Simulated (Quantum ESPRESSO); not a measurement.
# Strain and stress in Ga2SiZnP4

The results below are calculated, not measured. They come from pw.x of Quantum ESPRESSO 7.5, a plane-wave density functional program, with PseudoDojo standard norm-conserving files (v0.5 for PBE, v0.4.1 for LDA and PBEsol). The cells are made up: elements, strain and atom displacements were drawn at random, and nothing was relaxed. There is no spin polarisation, spin-orbit coupling or dispersion term.

The cell has 8 sites of a zincblende or diamond lattice. Sites 1 to 4 hold Ga Si Zn Ga; sites 5 to 8 hold P P P P. Cell vectors in Å: (5.522, 0.000, 0.000); (0.000, 5.522, 0.000); (0.000, 0.000, 5.524). Settings: PBE, cutoff 1143 eV, 4 x 4 x 4 k mesh shifted by half a step, Fermi-Dirac smearing of 0.025 eV.

Each run adds the same strain along x and y to one cell, with the atoms carried along; the vectors above are those of run 4. Stress is positive in tension and P is minus a third of its trace. E is the free energy for each atom above the lowest run shown.

| run | strain (%) | s_xx (GPa) | s_yy (GPa) | s_zz (GPa) | s_xy (GPa) | P (GPa) | E (meV/atom) |
| --- | --- | --- | --- | --- | --- | --- | --- |
| 1 | -2.24 | -1.51 | -1.13 | 1.23 | -0.69 | 0.47 | 1.08 |
| 2 | -1.75 | -0.59 | -0.21 | 1.75 | -0.65 | -0.32 | 0.00 |
| 4 | -0.02 | 2.34 | 2.74 | 3.35 | -0.51 | -2.81 | 4.97 |
| 5 | 0.53 | 3.18 | 3.59 | 3.78 | -0.47 | -3.52 | 9.28 |
| 6 | 1.00 | 3.86 | 4.27 | 4.13 | -0.44 | -4.09 | 13.90 |
| 7 | 1.59 | 4.67 | 5.09 | 4.54 | -0.40 | -4.77 | 20.92 |
| 3 | -1.51 | ? | ? | ? | ? | ? | ? |

A rerun of one of these cells at 1437 eV and k mesh 6 x 6 x 6 moved values by no more than 0.009 eV in the cell's energy, 0.02 GPa in stress and 0.004 eV/Å in force.

## Worked fit

A parabola through the six runs shown gives s_xx = 2.37 + 1.56 e - 0.075 e² GPa, with e in per cent and a scatter of 0.01 GPa. The slope is a stiffness of 156 ± 1 GPa for each unit of this strain at e = 0, the sum of the responses of s_xx to strain along x and along y. The atoms are clamped, and relaxing them would in general lower it. The error is the larger of the fit's own and the change that a cubic makes, rounded up.

## Withheld run

Question: what s_xx should run 3 give?

The fit gives -0.16 GPa. The calculation gave -0.16 GPa.

| run | strain (%) | s_xx (GPa) | s_yy (GPa) | s_zz (GPa) | s_xy (GPa) | P (GPa) | E (meV/atom) |
| --- | --- | --- | --- | --- | --- | --- | --- |
| 3 | -1.51 | -0.16 | 0.23 | 1.99 | -0.63 | -0.69 | -0.11 |